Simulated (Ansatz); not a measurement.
Input file for Ansatz (a program for electronic structure):

Ansatz 0.2 input:
```yaml
crystal:
  lattice:
    - [3.2078629449, 0.0, 0.0]
    - [0.0, 3.2078629449, 0.0]
    - [0.0, 0.0, 3.2078629449]
  atoms:
    - { symbol: Ta, position: [0.0, 0.0, 0.0] }
    - { symbol: Al, position: [0.5, 0.5, 0.5] }
kpoints:
  mp_grid: { grid: [13, 13, 13] }
hamiltonian:
  xc: r2scan
  pseudopotentials: { kind: paw }
scf:
  occupations: { method: gaussian, width: 0.1 }
checkpoint: { read: metal.run }
output: { write_density: true, elf: true, volumetric_format: npy }
basis: { fft_grid_basis: typed }
```

Output (shortened):

```
Pseudopotentials: kind: paw
Pseudopotential: Ta, paw, valence charge 13
Pseudopotential: Al, paw, valence charge 3
Functional definition: r2SCAN
Crystal: 2 atoms, lattice volume = 33.010 Å³
Basis set: ecut = 500 eV, 847 PW (Γ), exchange–correlation on 96×96×96 points (64 copies of the dense FFT grid, shifted against one another)
Bands: 16, of which v1, the nominal top of the filled ones, is band 8 counted from 1 (7 counted from 0)
Symmetry: 48 space group operations
Space group: Pm-3m (ITA 221), of the structure as read, at distance tolerance 3.2e-5 Å
k-points: 84 of 2197
PAW frozen core: Ta, regenerated for the run's functional
PAW frozen core: Al, regenerated for the run's functional
Initial density: read from a saved state, or passed on in memory by an earlier SCF of this step, an earlier step, the calling program or the single point that …
Stability of the state it starts from, as read at its close in the unpolarized treatment …
Initial wavefunctions: pseudopotential atomic-orbital guess
Eigensolver: davidson
Functional: x = r2scan, c = r2scan; τ floored in thin density (d = 2e-4 eV/Å³)
iter 1 solved again at ethr=5.35e-9 eV; its pass at ethr=3.10e-3 eV (dr2=8.55e-7 eV) is discarded
SCF iter   1: F=—  HF=-10484.595833 eV  |F-HF|=—  |Δ(HF+E_count)|=         —  Δρ=4.63e-7  dr2=6.18e-11  dr2_τ=1.28e-12  ethr=5.35e-9  ⟨swp⟩=3.2  Hψ=11455  notcnv=0
all-band conjugate gradients solve this SCF's bands
preconditioner: auto → none
SCF iter   2: F=-10484.595834 eV  HF=-10484.595834 eV  |F-HF|=7.28e-12  |Δ(HF+E_count)|=   1.18e-7  Δρ=2.18e-7  dr2=8.73e-12  dr2_τ=1.40e-12  ethr=1.00e-12  ⟨swp⟩=5.7  Hψ=4443  notcnv=0
SCF 1 converged in 2 iterations: F = -10484.595834 eV  dr2 = 8.73e-12
SCF converged after 2 iterations
Free energy (F): -10484.595834 eV
Harris-Foulkes:  -10484.595834 eV  (|F-HF|=7.28e-12)
Internal energy: -10484.587040 eV  (E = F + TS)
E sigma→0 (E₀):  -10484.591437 eV
Entropy (-TS):   -0.008793 eV (-4.397 meV/atom)
Fermi energy:    14.473914 eV
--- Per-component energies (eV) ---
  E_band       = -150.476746
  E_kinetic    = 391.328352
  E_local      = -774.978876  (includes V_loc(G=0)·N_el)
  E_nonlocal   = 24.810785
  E_hartree    = 286.899715
  E_xc         = -241.596540
  E_vxc        = -253.881138  (∫ρ·V_xc dr)
  E_paw        = -8896.318437  (= ΣΔE_a)
  E_vpaw       = -124.054164  (= ΣTr[D̂ρ^β])
  E_aug_tail   = 0.000083  (compensation charges beyond the density's cutoff)
  E_vtau       = 12.498764  (kinetic-family band-sum trace: ∫τ·v_τ [+ j·A + Jᵃ·Aᵃ] dr)
  E_ewald      = -1273.915734
  E_core_change = -0.816388  (= ΣΔE_core)
  E_smearing   = -0.008793  (= −TS)
  E_closure    = 0.000000  (closes the sum)
  Σ components = -10484.595834   (vs F -10484.595834, Δ=0.00e0)
  [band-id]    e_kinetic+e_local+e_nonlocal+2·e_hartree+e_vxc+e_vpaw+e_augmentation_tail+e_vtau = -150.476764   (vs E_band -150.476746, Δ=-1.76e-5)
--- Band table (eV; the first three rows and the last of 84) ---
  k-point 0: bands = ["-55.2461", "-21.0047", "-21.0047", "-21.0047", "3.7244", "11.5930", "11.5930", "17.2563", "17.2563", "17.2563", "18.8573", "18.8573", "18.8573", "25.5328", "25.5328", "26.0172"]
  k-point 1: bands = ["-55.2453", "-21.0232", "-21.0031", "-21.0031", "3.8399", "11.5922", "11.6474", "16.8017", "16.8017", "17.2819", "18.5261", "19.3647", "19.3647", "25.0449", "25.6941", "26.5143"]
  k-point 2: bands = ["-55.2432", "-21.0743", "-20.9987", "-20.9987", "4.1795", "11.5144", "11.8044", "16.0435", "16.0435", "17.3539", "17.9176", "20.2845", "20.2845", "23.9600", "25.8299", "28.0170"]
  k-point 83: bands = ["-55.2079", "-21.2372", "-21.2366", "-21.2366", "9.8371", "10.0159", "10.0159", "15.0437", "17.2298", "17.3481", "17.3481", "19.7522", "19.7522", "24.0122", "24.9530", "24.9530"]
  band table: 16 of 16 bands, residual norms ≤ 1.0e-3 eV
```

Cost: about 3 core-seconds (a rough figure) on shared cores.

The start of the workflow was typed in or built on a structure type; neither database checked (COD, Materials Project) lists it. Its standing as an ambient phase is unchecked. The r²SCAN relaxation kept the symmetry of its start. At this level the phase is mechanically unstable. The run is not spin-polarised. Spin–orbit coupling is left out wherever it is not named.

Potentials: the later of the program's two PAW sets.

Ansatz is a plane-wave DFT program.
